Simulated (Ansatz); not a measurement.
**Ba₂SrTi₃O₉ — coordination and 17O quadrupole coupling**

Cell: a computed structure from the Materials Project (it need not be an observed phase).

Space group Cmm2 (No. 35); a = 5.6444, b = 16.9095, c = 4.0980 Å.

```
site  Wyckoff  site symmetry       x       y       z
  Ba       4e            m..  0.5000  0.8330  0.9950
  Sr       2a            mm2  0.0000  0.0000  0.0048
 Ti4       4e            m..  0.5000  0.3353  0.5137
 Ti6       2b            mm2  0.5000  0.0000  0.5143
  O7       4e            m..  0.5000  0.3374  0.9645
  O9       2b            mm2  0.5000  0.0000  0.9644
 O10       8f              1  0.2470  0.9183  0.4730
 O11       4c            ..2  0.7500  0.7500  0.4781
```

One atom of each set is listed; the run and its k-mesh use a cell of 15 atoms with edges of 8.91, 8.91, 4.10 Å.

All values are calculated (Ansatz; DFT, PBE, plane waves and PAW (field gradients read without the response of the frozen cores, which leaves them typically 4 to 6 % off), scalar-relativistic, 420 eV cutoff, Γ-centred 4×4×5 k-points, Fermi–Dirac smearing 0.02 eV), not measured.

Q(17O) = -25.58 mb.

**Question.** Rank these O sites by |C_Q|, smallest first.
A. O11: 2 Ti at 2.02 Å, angle 172°; also 4 Ba at 2.81–2.91 Å
B. O9: 2 Ti at 1.84–2.25 Å, angle 180°; also 2 Ba at 2.83 Å, 2 Sr at 2.83 Å
C. O10: 2 Ti at 1.98–1.99 Å, angle 170°; also 2 Sr at 2.75–2.93 Å, 2 Ba at 2.82–2.95 Å
D. O7: 2 Ti at 1.85–2.25 Å, angle 178°; also 1 Sr at 2.75 Å, 3 Ba at 2.83–2.88 Å

**Answer.** B (0.873 MHz, η = 0.45), D (1.02 MHz, η = 0.23), C (1.57 MHz, η = 0.12), A (1.80 MHz, η = 0.33).

At O9, O7, O10 and O11 V_zz points along the line of its two bonds (within 4°) in each case.
